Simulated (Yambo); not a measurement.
Material: BP (wurtzite, space group P6_3mc, No. 186) under isotropic strain of -1.5 % on all lattice vectors; a = b = 3.132 Å, c = 5.195 Å, α = β = 90.00°, γ = 120.00° (4 atoms in the cell). The PBEsol cell relaxed from Materials Project entry mp-1008559 was given an isotropic strain of -1.5 % on all lattice vectors, and the atoms were relaxed again.

With PBEsol (pw.x of Quantum ESPRESSO, ONCV potentials, without SOC), the gap between the mesh's edge points (Γ → K) is 0.623 eV.

Task: What does a G0W0 run in Yambo give for it (6×6×4 Γ-centred k mesh, 84 bands and a 8 Ry block in the screening, 84 bands in G with the Bruneval-Gonze terminator, plasmon pole fitted at 27.2 eV)?

Result: The correction is 0.760 eV, giving 1.383 eV, 2.2 times the PBEsol value.  Convergence of the G0W0 settings was not tested. 

This is not the ordinary phase of the substance; no match was found in the copy of COD used, and its stability was not checked.
